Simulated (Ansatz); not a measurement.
A geometry of Au away from equilibrium: step 3 of the relaxation of a relaxed Au cell displaced along its unstable phonon at q = (½, ½, 0) of its primitive reciprocal cell (38i cm⁻¹), largest move 0.15 Å. These are PBEsol (plane waves to 420 eV, PAW, scalar-relativistic; Ansatz, a first-principles code) values and carry that method's errors. Γ-centred k-mesh 9×9×9 on the run's cell (coarser than for final values), Fermi–Dirac smearing 0.05 eV. The plane waves were selected for a different cell earlier on the path.

```yaml
crystal:
  lattice:
    - [0.02370, 5.90007, 5.84222]
    - [2.96188, 2.96188, 5.84222]
    - [2.96188, 2.96188, 0.00000]
  atoms:
    - { symbol: Au, position: [0.06405, 0.68785, 0.66197] }
    - { symbol: Au, position: [0.43595, 0.81594, 0.83424] }
    - { symbol: Au, position: [0.93595, 0.56215, 0.41576] }
    - { symbol: Au, position: [0.56405, 0.43406, 0.58803] }
```

Problem. Give the Cartesian forces on all atoms (eV/Å).

Solution. 
| atom | Fx | Fy | Fz |
|---|---|---|---|
| Au1 | -0.47 | -0.04 | 0.06 |
| Au2 | 0.47 | 0.04 | 0.06 |
| Au3 | -0.04 | -0.47 | -0.06 |
| Au4 | 0.04 | 0.47 | -0.06 |

The path ends in Fm-3m (No. 225) (fcc (Cu type)). No spin polarisation in the result.

The run could not lose the symmetry of its start.

Of the parent cell (Fd-3m (No. 227)): it is a generated cell of Au: the first start was made by placing the elements on the sites of a structure type, and the end was not matched to a known phase here, so it may be hypothetical. Known forms of Au include space group No. 225.
